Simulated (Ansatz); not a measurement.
One crystal and one scan (energy against volume) at two levels, PBE (plane waves to 420 eV, PAW, scalar-relativistic; Ansatz, a program for electronic structure) and r2SCAN (plane waves to 500 eV, PAW, scalar-relativistic; Ansatz), each from its own relaxed cell and on its own mesh. The cell shown is that of PBE.

Zn (hcp, Mg type)

```
Zn
1.0
    2.62220     0.00000     0.00000
   -1.31110     2.27089     0.00000
    0.00000     0.00000     5.19319
Zn
2
Direct
  0.33333   0.66667   0.75000
  0.66667   0.33333   0.25000
```

The volume is varied about the relaxed value V₀ at fixed cell shape. Symmetry pins the atoms to their sites.

The energy includes the smearing's −TS. The PAW data are Ansatz's earlier set. Zn was relaxed with its symmetry unable to fall. With the shape held, the modulus is that of even scaling; a crystal free to change shape is softer. Both scans cover V/V₀ from 0.840 to 1.160.

ΔE (meV/atom), each from the relaxed starting cell of its own level:

```csv
V/V₀,PBE,r2SCAN
0.840,130,withheld
0.872,77,91
0.904,40,47
0.936,17,20
0.968,4,5
1.000,0,0
1.032,3,4
1.064,13,15
1.096,27,32
1.128,45,53
1.160,66,78
```

Problem. Estimate the r2SCAN value at 0.840 from the PBE value there and the ratio of the two levels in the two nearest given rows on that side of the minimum.

Solution. At 0.872 and 0.904 the ratio r2SCAN/PBE averages 1.178, which gives 1.178 × 130 = 153 meV/atom. The calculation gives 152 meV/atom, +16.9 % against PBE.

(Under strain, the slope of the energy per volume gives the stress and its curvature an elastic modulus.)
